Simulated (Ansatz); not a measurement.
# CO in Ansatz, relaxation

The command:

```bash
ansatz run input.yaml --threads 2 --pin off --max-ram 3584MiB --backend cpu --events-out ev --progress --plain --runs-dir out
```

Input:

```yaml
crystal:
  lattice:
    - [5.63, 0.0, 0.0]
    - [0.0, 5.63, 0.0]
    - [0.0, 0.0, 5.63]
  atoms:
    - { symbol: C, position: [0.958, 0.958, 0.958] }
    - { symbol: C, position: [0.542, 0.042, 0.458] }
    - { symbol: C, position: [0.458, 0.542, 0.042] }
    - { symbol: C, position: [0.042, 0.458, 0.542] }
    - { symbol: O, position: [0.067, 0.067, 0.067] }
    - { symbol: O, position: [0.433, 0.933, 0.567] }
    - { symbol: O, position: [0.567, 0.433, 0.933] }
    - { symbol: O, position: [0.933, 0.567, 0.433] }
  symmetry: { tolerance: 0.0003 }
kpoints:
  mp_grid: { grid: [5, 5, 5], shift: [0, 0, 0] }
magnetization:
  spin_polarized: false
scf:
  occupations: { method: fermi_dirac }
  lower_state_search: "off"
hamiltonian:
  pseudopotentials: { kind: paw }
  xc: r2scan
basis:
  ecutwfc: 500
  fft_grid_basis: typed
relax:
  max_steps: 40
output:
  forces: true
  stress: true
  eigenvalues: true
  bader: true
  populations: true
  elf: true
  write_potential: true
  volumetric_format: npy
  dos:
    e_range: [-12, 8]
    de: 0.05
    projected: { site_lists: { C: [C], O: [O] } }
  write_density: true
checkpoint:
  read: saved_state
```

Origin of the cell: a database entry, scaled a little.

The smearing width isn't typed, so it takes its default of 0.1 eV.

The saved state is a converged single point of the same cell.

Steps:

| step | ΔF (meV/atom) | max force component (eV/Å) | SCF iterations | step was |
| --- | --- | --- | --- | --- |
| 1 | 0.0 | 5.577 | 6 | accepted |
| 2 | -141.7 | 0.314 | 6 | accepted |
| 3 | -142.3 | 0.044 | 5 | accepted |
| 4 | -142.3 | 0.019 | 7 | accepted |
| 5 | -142.3 | 0.000 | 6 | accepted |

Step 1, with forces in eV/Å:

```xyz
8
Lattice="5.630 0.000 0.000 0.000 5.630 0.000 0.000 0.000 5.630" Properties=species:S:1:pos:R:3:forces:R:3 pbc="T T T" step=1
C     5.394    5.394    5.394   -5.567   -5.567   -5.567
C     3.051    0.236    2.579    5.567    5.567   -5.567
C     2.579    3.051    0.236   -5.567    5.567    5.567
C     0.236    2.579    3.051    5.567   -5.567    5.567
O     0.377    0.377    0.377    5.577    5.577    5.577
O     2.438    5.253    3.192   -5.577   -5.577    5.577
O     3.192    2.438    5.253    5.577   -5.577   -5.577
O     5.253    3.192    2.438   -5.577    5.577   -5.577
```

Step 2, with forces in eV/Å:

```xyz
8
Lattice="5.630 0.000 0.000 0.000 5.630 0.000 0.000 0.000 5.630" Properties=species:S:1:pos:R:3:forces:R:3 pbc="T T T" step=2
C     5.427    5.427    5.427    0.314    0.314    0.314
C     3.018    0.203    2.612   -0.314   -0.314    0.314
C     2.612    3.018    0.203    0.314   -0.314   -0.314
C     0.203    2.612    3.018   -0.314    0.314   -0.314
O     0.450    0.450    0.450   -0.311   -0.311   -0.311
O     2.365    5.180    3.265    0.311    0.311   -0.311
O     3.265    2.365    5.180   -0.311    0.311    0.311
O     5.180    3.265    2.365    0.311   -0.311    0.311
```

Step 3, with forces in eV/Å:

```xyz
8
Lattice="5.630 0.000 0.000 0.000 5.630 0.000 0.000 0.000 5.630" Properties=species:S:1:pos:R:3:forces:R:3 pbc="T T T" step=3
C     5.441    5.441    5.441    0.041    0.041    0.041
C     3.004    0.189    2.626   -0.041   -0.041    0.041
C     2.626    3.004    0.189    0.041   -0.041   -0.041
C     0.189    2.626    3.004   -0.041    0.041   -0.041
O     0.462    0.462    0.462   -0.044   -0.044   -0.044
O     2.353    5.168    3.277    0.044    0.044   -0.044
O     3.277    2.353    5.168   -0.044    0.044    0.044
O     5.168    3.277    2.353    0.044   -0.044    0.044
```

Step 4, with forces in eV/Å:

```xyz
8
Lattice="5.630 0.000 0.000 0.000 5.630 0.000 0.000 0.000 5.630" Properties=species:S:1:pos:R:3:forces:R:3 pbc="T T T" step=4
C     5.426    5.426    5.426   -0.016   -0.016   -0.016
C     3.019    0.204    2.611    0.016    0.016   -0.016
C     2.611    3.019    0.204   -0.016    0.016    0.016
C     0.204    2.611    3.019    0.016   -0.016    0.016
O     0.446    0.446    0.446    0.019    0.019    0.019
O     2.369    5.184    3.261   -0.019   -0.019    0.019
O     3.261    2.369    5.184    0.019   -0.019   -0.019
O     5.184    3.261    2.369   -0.019    0.019   -0.019
```

Step 5, with forces in eV/Å:

```xyz
8
Lattice="5.630 0.000 0.000 0.000 5.630 0.000 0.000 0.000 5.630" Properties=species:S:1:pos:R:3:forces:R:3 pbc="T T T" step=5
C     5.433    5.433    5.433    0.000    0.000    0.000
C     3.012    0.197    2.618    0.000    0.000    0.000
C     2.618    3.012    0.197    0.000    0.000    0.000
C     0.197    2.618    3.012    0.000    0.000    0.000
O     0.453    0.453    0.453    0.000    0.000    0.000
O     2.362    5.177    3.268    0.000    0.000    0.000
O     3.268    2.362    5.177    0.000    0.000    0.000
O     5.177    3.268    2.362    0.000    0.000    0.000
```

| Property | Result |
| --- | --- |
| Free energy lowered by | 142.3 meV/atom |
| Final pressure | 0.06 GPa |
| Relaxation steps listed | 5 |
| Gap on the mesh | 6.71 eV |

Caveats: the SCF threshold is looser than advised for a stress; the relaxation held the start's symmetry, so the end may be a saddle point.

Time: 110 s on 2 threads of Intel(R) Xeon(R) Platinum 8375C CPU @ 2.90GHz (Ice Lake) (shared host), peak memory 0.85 GiB, from a saved density.
